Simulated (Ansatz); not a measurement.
Generalised stacking fault of V (bcc, W type) on the {211} plane. The cell below holds the perfect crystal with the plane normal along z; tilting its third vector by the shift puts one fault into each cell, between planes 1.21 Å apart, at fixed cell height.

```
CELL_PARAMETERS angstrom
      2.56229     0.00000     0.00000
      0.00000     4.18421     0.00000
      0.00000     0.00000     7.24726
ATOMIC_POSITIONS crystal
  V  0.00000 0.00000 0.91667
  V  0.66667 0.50000 0.08333
  V  0.33333 0.00000 0.25000
  V  0.00000 0.50000 0.41667
  V  0.66667 0.00000 0.58333
  V  0.33333 0.50000 0.75000
```

In-plane vectors a = (2.562, 0.000) Å, b = (0.000, 4.184) Å, area 10.72 Å². The shift is s times the vector a (length 2.562 Å), so s = 1 restores the start. Atoms relax along the normal only. γ = [E(shift) − E(0)] / area.

These are PBEsol (plane waves to 420 eV, PAW, scalar-relativistic; Ansatz, a program for electronic structure) values and carry that method's errors. k mesh 15×9×6 (Γ-centred), Fermi-Dirac smearing 0.05 eV. E is the zero-smearing estimate. With partly filled bands, the k mesh leaves noise in γ, roughly 0.02 J/m² as judged from a few cases. Faults lie only 7.2 Å apart, and holding the cell height raises γ above its relaxed value. V is run without spin polarisation. V was relaxed with its symmetry unable to fall. The zero of γ is zero shift. The last digit holds for this mesh only.

```json
[
 {"s": "0.000", "γ (J/m²)": "0.00"},
 {"s": "0.083", "γ (J/m²)": "0.08"},
 {"s": "0.167", "γ (J/m²)": "0.28"},
 {"s": "0.250", "γ (J/m²)": "0.53"},
 {"s": "0.333", "γ (J/m²)": "0.71"},
 {"s": "0.417", "γ (J/m²)": "0.84"},
 {"s": "0.500", "γ (J/m²)": "0.87"},
 {"s": "0.583", "γ (J/m²)": "0.80"},
 {"s": "0.667", "γ (J/m²)": "0.68"},
 {"s": "0.750", "γ (J/m²)": "0.50"},
 {"s": "0.833", "γ (J/m²)": "0.28"},
 {"s": "0.917", "γ (J/m²)": "0.08"}
]
```

Does γ have a local minimum between the ends of the line, and at which s?

No computed point is one.

By a periodic cubic spline through the points, what shear stress does the steepest rise of γ from s = 0 correspond to?

12 GPa. A slope of 1 mJ/m² per Å is 0.01 GPa.

(The slope of γ gives the shear force per area between the displaced halves; near zero shift its curvature is an elastic stiffness.)
